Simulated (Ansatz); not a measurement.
Input:

Sn (beta-Sn type, space group I4_1/amd)

```yaml
crystal:
  lattice:
    - [-2.91645, 2.91645, 1.57904]
    - [2.91645, -2.91645, 1.57904]
    - [2.91645, 2.91645, -1.57904]
  atoms:
    - { symbol: Sn, position: [0.75000, 0.25000, 0.50000] }
    - { symbol: Sn, position: [0.00000, 0.00000, 0.00000] }
```

Equation-of-state scan: isotropic scaling of the cell above, V₀ being its volume. Symmetry pins the atoms to their sites.

Calculation: PBEsol (plane waves to 420 eV, PAW, scalar-relativistic; Ansatz, a first-principles code). k mesh 17×17×17 (Γ-centred), Fermi-Dirac smearing 0.05 eV. The energy includes the smearing's −TS. Stress and pressure are positive under compression. With the shape held, the modulus is that of even scaling; a crystal free to change shape is softer. Sn was relaxed with its symmetry unable to fall. ΔE is measured from the relaxed starting cell.

The scan covers V/V₀ from 0.840 to 1.160 in 11 points.

Question: What is ΔE at V/V₀ = 1.160?

Answer: 90 meV/atom.

Question: What pressure does the cell carry at V/V₀ = 0.840?

Answer: 15.0 GPa.

Question: What is ΔE at V/V₀ = 0.840?

Answer: 169 meV/atom.

(A scan under strain: stresses follow from slopes of the energy per volume, elastic moduli from its curvatures.)
